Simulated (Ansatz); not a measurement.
Zn:
```xyz
1
Lattice="0.0000 1.9188 1.9188 1.9188 0.0000 1.9188 1.9188 1.9188 0.0000" Properties=species:S:1:pos:R:3 pbc="T T T"
Zn     0.0000     0.0000     0.0000
```

Relaxed with PBEsol. Special points in fractions of this cell's reciprocal vectors: Γ (0.000, 0.000, 0.000); X (0.500, 0.000, 0.500); U (0.625, 0.250, 0.625); K (0.375, 0.375, 0.750); L (0.500, 0.500, 0.500); W (0.500, 0.250, 0.750).

Task: List the band energies nearest the Fermi level at these points for PBEsol (plane waves, PAW; program Ansatz).

Result: In eV from the Fermi level; about four levels below and three above (degenerate sets whole), none deeper than 8.9 eV; … stands for higher levels left out; points with the same levels are listed once.

```json
[
 {"k": "Γ", "below": "-7.70 -7.70 -7.70 -7.26 -7.26", "above": "19.08 …"},
 {"k": "X", "below": "-6.95 -6.86 -6.86 -1.14", "above": "2.06 …"},
 {"k": "U", "below": "-8.08 -7.38 -7.16 -6.96", "above": "0.76 1.73 …"},
 {"k": "L", "below": "-6.94 -6.94 -3.16 -1.19", "above": "…"},
 {"k": "W", "below": "-7.83 -7.83 -7.24 -6.85", "above": "2.35 2.35 …"}
]
```

Space group Fm-3m (fcc (Cu type)). The first step of the workflow began from a Materials Project structure, measured or hypothetical; the Crystallography Open Database copy checked does not list it. It is not the phase usual at ambient conditions (space group No. 194). The PBEsol relaxation kept the symmetry of its start. At this level the phase is mechanically unstable.

Potentials: the later of the program's two PAW sets.
